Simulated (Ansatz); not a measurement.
Suppose Lu4Se takes space group Pm-3m (No. 221), with Lu on 3c and 1a; Se on 1b.

All numbers below come from DFT PBE, scalar-relativistic, plane waves, PAW in Ansatz. Cutoff 420 eV, Γ-centred mesh, Gaussian smearing, no spin polarisation.

Formation energies are uncorrected and refer to the elements' standard structures at the same level.

Question: Give the relaxed lattice parameters and positions.

Answer:

Space group Pm-3m (No. 221). a = 5.304 Å, b = 5.304 Å, c = 5.304 Å, α = 90.00°, β = 90.00°, γ = 90.00°
```
atom  site  symmetry       x       y       z
  Lu    3c    4/mm.m  0.0000  0.5000  0.5000
  Lu    1a      m-3m  0.0000  0.0000  0.0000
  Se    1b      m-3m  0.5000  0.5000  0.5000
```

Lu on a site of symmetry 4/mmm is surrounded by 2 Se at 2.65 Å and 12 Lu at 3.75 Å; around Lu on a site of symmetry m-3m lie 12 Lu at 3.75 Å; Se is surrounded by 6 Lu at 2.65 Å.

Question: Where does its energy lie, and is it a metal?

Answer: The formation energy is −0.30 eV/atom and the gap on the 8×8×8 mesh of the 5-atom cell is 0 eV (a metal). It lies below the elements, which doesn't yet make it stable against other compounds or structures.

The last run used Gaussian smearing of 0.10 eV. The cell is a metal run without spin; a magnetic state may lie lower. The reference form of Se is held partly by dispersion forces, which this level lacks. Symmetry constrained the relaxation, so the result can be a saddle point.
